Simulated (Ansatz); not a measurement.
This AlCrC4N4 structure is the end of a relaxation. The cell was found from a structure generator's guess, not taken from experiment.

Method: DFT PBE, scalar-relativistic, plane waves, PAW in Ansatz 0.2.0. Cutoff 420 eV, Γ-centred mesh, Gaussian smearing, collinear spin.

```
CELL_PARAMETERS angstrom
5.95453 0.00000 0.00000
0.00000 5.95453 0.00000
0.00000 0.00000 5.95453
ATOMIC_POSITIONS crystal
Al 0.00000 0.00000 0.00000
Cr 0.50000 0.50000 0.50000
C 0.19081 0.19081 0.19081
C 0.19081 0.80919 0.80919
C 0.80919 0.19081 0.80919
C 0.80919 0.80919 0.19081
N 0.30439 0.30439 0.30439
N 0.30439 0.69561 0.69561
N 0.69561 0.30439 0.69561
N 0.69561 0.69561 0.30439
```

Energies over the elements count from the elements' standard structures at the same level (N₂ as a molecule), with no fitted energy shifts.

Task: What space group does it have?

Result: P-43m (No. 215). Conventional cell: a = 5.955 Å. Al has 4 C at 1.97 Å; around Cr lie 4 N at 2.02 Å; C has 1 N at 1.17 Å and 1 Al at 1.97 Å; around N lie 1 C at 1.17 Å and 1 Cr at 2.02 Å.

Task: What is its formation energy per atom?

Result: +0.244 eV/atom. The separate elements lie lower, so it is unstable against them.

Task: Is it a metal?

Result: No, the gap on the 6×6×6 mesh is 0.92 eV.

Task: Which magnetic moments does it keep?

Result: 0.50 μB per atom net, the space between the atoms included; by site: Cr 3.0 μB.

Task: From what recipe could a structure generator have reached it?

Result: One such recipe: two interpenetrating cyanide-bridged diamond nets (P-43m, No. 215). Other recipes can lead to the same cell.

The last run used collinear spin, a 6×6×6 mesh for its 10-atom cell and Gaussian smearing of 0.02 eV. Kohn–Sham gaps at this level usually fall short of measured ones. The reference form of C is held partly by dispersion forces, which this level lacks. Another magnetic order may lie lower. Symmetry constrained the relaxation, so the result can be a saddle point.
